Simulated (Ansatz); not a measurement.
TaAl (CsCl type, space group No. 221) at seven volumes, PBE (plane waves, PAW; program Ansatz), scaled uniformly. One row is withheld.

| V (Å³/atom) | P (GPa) |
|---|---|
| 15.264 | 17.32 |
| 15.767 | 10.66 |
| 16.270 | 4.93 |
| 16.774 | 0.00 |
| 17.277 | -4.24 |
| 17.780 | ? |
| 18.283 | -10.94 |

Q: Fit the shown pressures and predict the withheld one.

A: Third-order Birch–Murnaghan: P = (3/2)B₀(x^(7/2) − x^(5/2))[1 + (3/4)(B′ − 4)(x − 1)] with x = (V₀/V)^(2/3). Least squares on the six rows gives V₀ = 16.774 Å³/atom, B₀ = 151.5 GPa, B′ = 4.08. At V = 17.780, x = 0.9619 and P = -7.84 GPa. The run itself gave -7.85 GPa.

Space group Pm-3m (CsCl type). The start of the workflow was typed in or built on a structure type; neither database checked (COD, Materials Project) lists it. Whether it is the stable phase at ambient conditions was not checked. The cell was relaxed with PBE under the symmetry of its start; whether a distortion lowers the energy is not shown. The run is not spin-polarised. Spin–orbit coupling is left out wherever it is not named.

Potentials: the later of the program's two PAW sets.
